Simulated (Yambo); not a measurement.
Yambo run on CdBr$_{2}$ (space group P6_3mc, No. 186). The wavefunctions are norm-conserving PBEsol (Quantum ESPRESSO, 102 Ry, no spin-orbit coupling) ones on a 3×3×1 mesh (34 occupied bands); a = b = 3.9971 Å, c = 12.5752 Å, α = β = 90.00°, γ = 120.00°.

Yambo input:

```
rim_cut
gw0
dyson
el_el_corr
HF_and_locXC
ppa
em1d
RandQpts= 1000000
RandGvec= 1 Ry
EXXRLvcs= 102 Ry
VXCRLvcs= 408 Ry
Chimod= "HARTREE"
% BndsRnXp
 9 | 101 |
%
NGsBlkXp= 7 Ry
% LongDrXp
 1.0 | 1.0 | 1.0 |
%
PPAPntXp= 27.2114 eV
% GbndRnge
 1 | 101 |
%
GTermKind= "BG"
DysSolver= "n"
ExtendOut
% QPkrange
 1 | 1 | 34 | 35 |
%
```

k points by index: 1 = Γ.

Table of the .qp output:

```
#    K-point    Band    Eo [eV]    E [eV]    E-Eo [eV]    Vxc [eV]    Vnlxc [eV]    Sc|Eo [eV]    Sc|E [eV]    dSc/dw|Eo [eV]    Re(Z)    Im(Z)
#
    1    34    0.000000    -0.779872    -0.779872    -14.36439    -17.92964    2.596844    2.785373    -6.577092    0.805343    -0.001429
    1    35    2.679780    3.697774    1.017994    -10.93547    -6.834051    -2.881259    -3.083423    -5.403388    0.834325    -0.001231
```
(The two width columns are left out.) Convergence of these settings isn't established.

Geometry relaxed with PBE+D3(BJ).
